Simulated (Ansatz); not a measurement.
**Question.** InMo3C (anti-perovskite, Pm-3m) is relaxed with PBEsol (plane waves, PAW; program Ansatz). What lattice parameters of the conventional cell result?

**Answer.** a = 4.172 Å.

**Question.** Is it a metal or does it have a gap at this level?

**Answer.** No gap at this level.

The start of the workflow was typed in or built on a structure type; neither database checked (COD, Materials Project) lists it. Its standing as an ambient phase is unchecked. The PBEsol relaxation kept the symmetry of its start; its stability against distortions is not shown here. No spin polarisation was allowed. Scalar-relativistic: spin–orbit coupling is off unless named, which matters more the heavier the elements.

Potentials: the later of the program's two PAW sets.
